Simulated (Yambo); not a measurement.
G0W0@PBEsol for CdZnS₂ (space group P-4m2, No. 115) in Yambo. Reference settings: 4×4×2 Γ-centred k mesh, bands 9 to 173 and a 8 Ry block in the screening, 173 bands in G with the Bruneval-Gonze terminator, plasmon pole fitted at 27.2 eV. The PBEsol gap Γ → Γ on this mesh is 1.38 eV; G0W0 gaps are taken between the same points.

The settings were changed. The gap went from 2.60 eV to 2.68 eV, and the shift of the valence edge from -0.86 eV to -0.65 eV.

**Question.** Name the change that produced these shifts.
A. 2×2×2 mesh
B. 70 bands in G, no terminator
C. 70 bands in W, 70 bands in G
D. 3 Ry block

**Answer.** C, 70 bands in W, 70 bands in G. The others gave (gap, valence shift): 2×2×2 mesh: 2.49, -0.76 eV; 70 bands in G, no terminator: 2.49, -0.38 eV; 3 Ry block: 2.45, -0.57 eV.

Spin-orbit coupling is not included.

Geometry relaxed with PBEsol; primitive cell a = b = 3.9281 Å, c = 5.6524 Å, α = β = γ = 90.00°.

The structure is a Materials Project entry; no match was found in the copy of COD used, and its stability was not checked.

A shift is the quasiparticle energy of the state minus its PBEsol energy.
